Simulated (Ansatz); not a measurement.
Input and output for fcc Au (111), 5 layers: DFT, LDA, all-electron LAPW, scalar-relativistic (Ansatz 0.2.0). This run: no images along the normal.

The slab is cut from a bulk crystal relaxed on PAW files (its atoms may have been relaxed since).

Command: `ansatz run input.yaml --threads 2 --pin off --max-ram 4096MiB --backend cpu --events-out ev --progress --plain --runs-dir out` It took 100 s on 2 threads of Arm Neoverse V2 (shared host), peak memory 1.2 GiB.

```yaml
crystal:
  lattice:
    - [2.8626073071, 0.0, 0.0]
    - [-1.4313036535, 2.479090649, 0.0]
    - [0.0, 0.0, 25.3492]
  atoms:
    - { symbol: Au, position: [0.8333333333, 0.1666666667, 0.315393701] }
    - { symbol: Au, position: [0.1666666667, 0.8333333333, 0.4081121168] }
    - { symbol: Au, position: [0.5, 0.5, 0.500000001] }
    - { symbol: Au, position: [0.8333333333, 0.1666666667, 0.5918878817] }
    - { symbol: Au, position: [0.1666666667, 0.8333333333, 0.6846062996] }
  periodic: [true, true, false]
kpoints:
  mp_grid: { grid: [13, 13, 1] }
scf:
  occupations: { method: fermi_dirac, width: 0.05 }
hamiltonian:
  xc: lda
  pseudopotentials: { kind: all_electron, lapw: { basis_error: 0.001 } }
output:
  forces: true
  stress: true
  eigenvalues: true
```

Output:

```
Warning: crystal.periodic: the lattice vector that does not repeat stood 0.000° off the slab's normal, 25.349 Å along it as the deck builds it. The run solves the slab on a vector along the normal, 42.518 Å long, with every atom where it was (on the deck's vector they left 15.99 Å outside them, and the widest stretch free of ions among them is 2.35 Å). A fractional position that the run reports is one of the run's cell, which starts as this one, and not of the deck's: it goes into a deck with that cell's vectors. The slab on that cell runs as it stands in a deck that lists each atom with its symbol and moment, types crystal.periodic and leaves out crystal.checkpoint, crystal.saddle_side, crystal.structure_sha256, crystal.space_group, crystal.setting, crystal.reduce_to_primitive, crystal.supercell, crystal.defects and each atom's wyckoff. Where those keys changed the vectors of the plane, lay the indices of each lattice_plane and lattice_line anew on these rows. Along the normal they count this vector already. An outside_sphere can name other atoms there (type this run's as sites). In the order of the run's atom list the slab is: crystal.lattice: [[2.8626073071, 0.0, 0.0], [-1.4313036535, 2.479090649, 0.0], [0.0, -0.0, 42.518488008862235]]; position: [0.8333333333, 0.1666666667, 0.1880353319177951]; position: [0.16666666669999997, 0.8333333333, 0.24331334804356777]; position: [0.5, 0.5, 0.29809620752994326]; position: [0.8333333333, 0.1666666667, 0.3528790649296452]; position: [0.16666666669999997, 0.8333333333, 0.408157082307422];
crystal.periodic: the lattice vector that does not repeat stood 0.000° off the slab's normal, 25.349 Å along it as the deck builds it. The run solves the slab on a vector along the normal, 42.518 Å long, with every atom where it was (on the deck's vector they left 15.99 Å outside them, and the widest stretch free of ions among them is 2.35 Å). A fractional position that the run reports is one of the run's cell, which starts as this one, and not of the deck's: it goes into a deck with that cell's vectors. The slab on that cell runs as it stands in a deck that lists each atom with its symbol and moment, types crystal.periodic and leaves out crystal.checkpoint, crystal.saddle_side, crystal.structure_sha256, crystal.space_group, crystal.setting, crystal.reduce_to_primitive, crystal.supercell, crystal.defects and each atom's wyckoff. Where those keys changed the vectors of the plane, lay the indices of each lattice_plane and lattice_line anew on these rows. Along the normal they count this vector already. An outside_sphere can name other atoms there (type this run's as sites). In the order of the run's atom list the slab is: crystal.lattice: [[2.8626073071, 0.0, 0.0], [-1.4313036535, 2.479090649, 0.0], [0.0, -0.0, 42.518488008862235]]; position: [0.8333333333, 0.1666666667, 0.1880353319177951]; position: [0.16666666669999997, 0.8333333333, 0.24331334804356777]; position: [0.5, 0.5, 0.29809620752994326]; position: [0.8333333333, 0.1666666667, 0.3528790649296452]; position: [0.16666666669999997, 0.8333333333, 0.408157082307422];
LAPW: plane waves up to 8.159 Å⁻¹, error target 1.0e-3 eV per atom; small_component_spin mean_spin; Au in spheres of 1.428 Å, 43 of its electrons in bands, Dirac shells [] (how accurate: hamiltonian.pseudopotentials.lapw.basis_error, Limitations)
Engine: ansatz 0.2.0
Pseudopotentials: kind: all_electron
Pseudopotential: Au, LAPW, valence charge 43, lapw/all_electron/scalar/gaussian/Au, Koelling and Harmon's equation, gaussian nucleus
Functional definition: SPW92
  exchange = slater_x
  correlation = pw_c
Crystal: 5 atoms, lattice volume = 301.739 Å³
Basis set: ecut = 253.6433681167503 eV, 2823 PW (Γ), exchange–correlation at level 2
Bands: 129, of which v1, the nominal top of the filled ones, is band 108 counted from 1 (107 counted from 0)
Symmetry: 12 space group operations
Space group: P-3m1 (ITA 164), of the structure as read, at distance tolerance 6.7e-5 Å
k-points: 21 of 169
Non-local potential: Au, projectors of the file, none
Initial density: superposition of atomic densities (neutral atoms: chi_scale 0, normalization atom)
Initial wavefunctions: plane waves of lowest kinetic energy (no species holds an atomic orbital)
[... lines left out ...]
--- Forces (eV/Å), atoms counted from 1 ---
  atom   1  Au    -0.00000000    -0.00000000    -0.00196020
  atom   2  Au     0.00000000     0.00000000     0.00145169
  atom   3  Au     0.00000000     0.00000000     0.00000000
  atom   4  Au    -0.00000000    -0.00000000    -0.00145169
  atom   5  Au     0.00000000     0.00000000     0.00196020
  max |Σ_I F_I| component: 5.64e-18 eV/Å
--- 2D stress c σ (N/m, compression-positive) ---
       -7.803271       0.000000       0.000000
        0.000000      -7.803271       0.000000
        0.000000       0.000000       0.000000
  P = ½ c Tr σ = -7.8033 N/m
--- Band table (eV; the first three rows and the last of 21) ---
  k-point 0: bands = ["-328.1480", "-328.1480", "-328.1407", "-328.1308", "-328.1308", "-328.0451", "-328.0451", "-328.0423", "-328.0423", "-328.0423", "-328.0423", "-328.0310", "-328.0310", "-328.0310", "-328.0310", "-327.6982", "-327.6982", "-327.6982", "-327.6982", "-327.6863", "-327.6863", "-327.6829", "-327.6829", "-327.6829", "-327.6829", "-111.2953", "-111.1934", "-111.1931", "-110.8236", "-110.8236", "-84.3879", "-84.3821", "-84.3737", "-84.3737", "-84.3697", "-84.3680", "-84.3680", "-84.2840", "-84.2840", "-84.2749", "-84.2749", "-84.2748", "-84.2748", "-84.2748", "-84.2748", "-84.2704", "-84.2704", "-84.2672", "-84.2672", "-84.2672", "-84.2672", "-83.9373", "-83.9373", "-83.9350", "-83.9350", "-83.9204", "-83.9204", "-83.9204", "-83.9204", "-83.9152", "-83.9152", "-83.9152", "-83.9152", "-83.9147", "-83.9147", "-62.6852", "-62.5442", "-62.5377", "-62.5377", "-62.4890", "-62.4307", "-62.4307", "-62.4289", "-62.4289", "-62.0884", "-62.0884", "-62.0884", "-62.0884", "-62.0685", "-62.0683", "-15.4951", "-14.5641", "-13.5905", "-13.0040", "-12.9598", "-10.4919", "-10.3944", "-10.3782", "-10.3782", "-10.2904", "-10.2904", "-10.1379", "-10.1379", "-10.0114", "-9.7812", "-9.7812", "-9.7594", "-9.7594", "-8.9180", "-8.7964", "-8.7964", "-8.6223", "-8.6223", "-8.2522", "-8.2522", "-7.7636", "-7.7636", "-7.5285", "-7.5285", "-6.6108", "-5.6930", "-0.9793", "-0.2796", "0.2336", "0.7631", "1.1427", "2.1691", "2.7160", "3.7134", "4.8135", "5.5208", "6.9708", "8.0168", "8.6250", "8.7784", "9.1854", "9.4886", "10.0662", "10.3479"]
  k-point 1: bands = ["-328.1480", "-328.1480", "-328.1407", "-328.1308", "-328.1308", "-328.0451", "-328.0451", "-328.0423", "-328.0423", "-328.0423", "-328.0423", "-328.0310", "-328.0310", "-328.0310", "-328.0310", "-327.6982", "-327.6982", "-327.6982", "-327.6982", "-327.6863", "-327.6863", "-327.6829", "-327.6829", "-327.6829", "-327.6829", "-111.2948", "-111.1928", "-111.1926", "-110.8230", "-110.8230", "-84.3879", "-84.3821", "-84.3737", "-84.3737", "-84.3697", "-84.3680", "-84.3680", "-84.2839", "-84.2839", "-84.2750", "-84.2750", "-84.2748", "-84.2748", "-84.2748", "-84.2748", "-84.2704", "-84.2704", "-84.2672", "-84.2672", "-84.2672", "-84.2672", "-83.9373", "-83.9373", "-83.9351", "-83.9351", "-83.9204", "-83.9204", "-83.9204", "-83.9204", "-83.9152", "-83.9152", "-83.9152", "-83.9152", "-83.9147", "-83.9147", "-62.6822", "-62.5575", "-62.5406", "-62.5337", "-62.4906", "-62.4404", "-62.4397", "-62.4334", "-62.4315", "-62.0990", "-62.0990", "-62.0911", "-62.0911", "-62.0675", "-62.0673", "-15.3091", "-14.3829", "-13.4097", "-12.8392", "-12.7832", "-10.6116", "-10.5687", "-10.4590", "-10.2610", "-10.2161", "-10.2043", "-10.2020", "-10.0456", "-10.0170", "-9.8379", "-9.7811", "-9.6825", "-9.6435", "-9.3046", "-8.9006", "-8.8897", "-8.5990", "-8.5675", "-8.2537", "-8.1711", "-8.0129", "-7.7626", "-7.5858", "-7.5199", "-6.1726", "-5.0964", "-0.9088", "-0.1399", "0.3682", "0.9006", "1.2866", "2.2936", "2.8606", "3.8388", "4.9482", "5.6668", "7.0969", "8.1555", "8.7813", "8.9346", "9.4090", "9.5937", "10.0841", "10.4309"]
  k-point 2: bands = ["-328.1480", "-328.1480", "-328.1407", "-328.1308", "-328.1308", "-328.0451", "-328.0451", "-328.0423", "-328.0423", "-328.0423", "-328.0423", "-328.0310", "-328.0310", "-328.0310", "-328.0310", "-327.6982", "-327.6982", "-327.6982", "-327.6982", "-327.6863", "-327.6863", "-327.6829", "-327.6829", "-327.6829", "-327.6829", "-111.2933", "-111.1914", "-111.1912", "-110.8216", "-110.8216", "-84.3878", "-84.3823", "-84.3737", "-84.3737", "-84.3696", "-84.3681", "-84.3680", "-84.2839", "-84.2839", "-84.2751", "-84.2751", "-84.2749", "-84.2749", "-84.2748", "-84.2748", "-84.2703", "-84.2703", "-84.2672", "-84.2672", "-84.2671", "-84.2671", "-83.9372", "-83.9372", "-83.9353", "-83.9353", "-83.9204", "-83.9204", "-83.9203", "-83.9203", "-83.9153", "-83.9153", "-83.9152", "-83.9152", "-83.9147", "-83.9147", "-62.6741", "-62.5880", "-62.5485", "-62.5289", "-62.4969", "-62.4704", "-62.4638", "-62.4410", "-62.4387", "-62.1282", "-62.1282", "-62.0985", "-62.0985", "-62.0647", "-62.0645", "-14.7790", "-13.8807", "-12.9250", "-12.4072", "-12.3130", "-10.9696", "-10.7745", "-10.6742", "-10.4219", "-10.2690", "-10.0813", "-10.0211", "-9.9564", "-9.9032", "-9.8039", "-9.7107", "-9.6728", "-9.4600", "-9.3179", "-9.1259", "-8.9511", "-8.7647", "-8.5905", "-8.5145", "-8.2553", "-8.0542", "-7.7637", "-7.4983", "-7.0611", "-5.4115", "-3.9071", "-0.6763", "0.2786", "0.7826", "1.3121", "1.7192", "2.6651", "3.2899", "4.2059", "5.3383", "6.0751", "7.3466", "7.9550", "8.3337", "8.7499", "9.1763", "9.5050", "9.9468", "10.2881"]
  k-point 20: bands = ["-328.1480", "-328.1480", "-328.1407", "-328.1308", "-328.1308", "-328.0451", "-328.0451", "-328.0423", "-328.0423", "-328.0423", "-328.0423", "-328.0310", "-328.0310", "-328.0310", "-328.0310", "-327.6982", "-327.6982", "-327.6982", "-327.6982", "-327.6863", "-327.6863", "-327.6829", "-327.6829", "-327.6829", "-327.6829", "-111.2850", "-111.1832", "-111.1832", "-110.8135", "-110.8135", "-84.3874", "-84.3832", "-84.3739", "-84.3738", "-84.3694", "-84.3680", "-84.3680", "-84.2835", "-84.2835", "-84.2760", "-84.2760", "-84.2751", "-84.2751", "-84.2750", "-84.2750", "-84.2699", "-84.2699", "-84.2671", "-84.2671", "-84.2670", "-84.2670", "-83.9367", "-83.9367", "-83.9362", "-83.9362", "-83.9203", "-83.9203", "-83.9203", "-83.9203", "-83.9155", "-83.9155", "-83.9154", "-83.9154", "-83.9144", "-83.9144", "-62.6904", "-62.6630", "-62.6398", "-62.5751", "-62.5601", "-62.5473", "-62.5280", "-62.5068", "-62.5068", "-62.2292", "-62.2292", "-62.2028", "-62.2027", "-62.0495", "-62.0495", "-11.8849", "-11.8622", "-11.6195", "-11.4552", "-11.2116", "-11.1239", "-11.0672", "-10.9770", "-10.7598", "-10.3707", "-10.2958", "-10.1399", "-9.6685", "-9.6619", "-9.4606", "-9.4552", "-9.0985", "-8.9836", "-8.7355", "-8.6065", "-8.0452", "-7.8253", "-7.7099", "-7.6629", "-7.5332", "-3.7249", "-2.9115", "-2.3588", "-2.3037", "-1.9255", "-1.1930", "-0.7961", "0.1308", "0.2871", "0.7494", "1.2325", "2.3066", "2.4365", "3.6764", "3.9654", "4.7364", "5.3489", "6.2608", "6.5035", "6.8151", "7.1031", "7.1675", "7.4183", "7.5711"]
  the weakly bound empty levels are not read free of the cell's end (augmented_plane_waves)
```

Spin–orbit coupling is left out, which matters for the heavy atoms. The cell is 1×1, so reconstructions are forbidden, and in slabs of four or five layers the relaxations can be far larger than at a real surface.
